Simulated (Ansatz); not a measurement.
# Is this Mg2CdO3 structure a true minimum?

The structure comes from a generated guess, relaxed at this level; another structure or a mixture of phases may lie lower.

The calculation used DFT PBE, scalar-relativistic, plane waves, PAW in Ansatz 0.2.0. Cutoff 420 eV; k points 12×12×4 on the computed 6-atom cell (Γ-centred); Gaussian smearing, width 0.02 eV; no spin polarisation.

The cell below (6 atoms, space group P-3m1 (No. 164)) is relaxed within its symmetry.

```cif
data_structure
_symmetry_space_group_name_H-M 'P 1'
_symmetry_Int_Tables_number 1
_cell_length_a 3.1181
_cell_length_b 3.1181
_cell_length_c 7.7863
_cell_angle_alpha 90.000
_cell_angle_beta 90.000
_cell_angle_gamma 120.000
_cell_volume 65.56
loop_
_atom_site_label
_atom_site_type_symbol
_atom_site_fract_x
_atom_site_fract_y
_atom_site_fract_z
_atom_site_occupancy
Mg1 Mg 0.66667 0.33333 0.84374 1
Mg2 Mg 0.33333 0.66667 0.15626 1
Cd1 Cd 0.00000 0.00000 0.50000 1
O1 O 0.33333 0.66667 0.69497 1
O2 O 0.66667 0.33333 0.30503 1
O3 O 0.00000 0.00000 0.00000 1
```

For the test a repeat of it with 12 atoms (edges 3.12, 5.40, 7.79 Å) was strained at random (σ = 1.5 % a component), the atoms were moved at random (σ = 0.15 Å), and all was relaxed again on a coarse 4×4×2 mesh (in the run’s order of axes) with 0.10 eV smearing, with no symmetry imposed.

Q: Is the structure stable against such a distortion?

A: It returns, within 1 meV/atom of the unmoved cell on that mesh and with the same symmetry when read at 0.1 Å. So it is stable against the distortions that fit this cell and that this random move excites. Modes that don't fit the cell aren't tested.
